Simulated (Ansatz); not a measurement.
MoW in space group Cmcm (No. 63; W on 4c, Mo on 4c) at seven volumes, plane-wave PAW r²SCAN (Ansatz code), shape and atoms relaxed at each. One row is withheld.

```tsv
V (Å³/atom)	P (GPa)
14.633	30.88
15.115	18.94
15.598	8.74
16.080	0.00
16.562	?
17.045	-13.87
17.527	-19.30
```

**Question.** Fit the shown pressures and predict the withheld one.

**Answer.** Third-order Birch–Murnaghan: P = (3/2)B₀(x^(7/2) − x^(5/2))[1 + (3/4)(B′ − 4)(x − 1)] with x = (V₀/V)^(2/3). Least squares on the six rows gives V₀ = 16.081 Å³/atom, B₀ = 268.6 GPa, B′ = 4.19. At V = 16.562, x = 0.9805 and P = -7.44 GPa. The run itself gave -7.47 GPa.

The start of the workflow was typed in or built on a structure type; neither database checked (COD, Materials Project) lists it. Whether it is the stable phase at ambient conditions was not checked. The r²SCAN relaxation kept the symmetry of its start; whether a distortion lowers the energy is not shown. No spin polarisation was allowed. Its formation energy is positive at this level, so the cell may be metastable or incomplete. Spin–orbit coupling is left out wherever it is not named.

Potentials: the earlier of the program's two PAW sets.
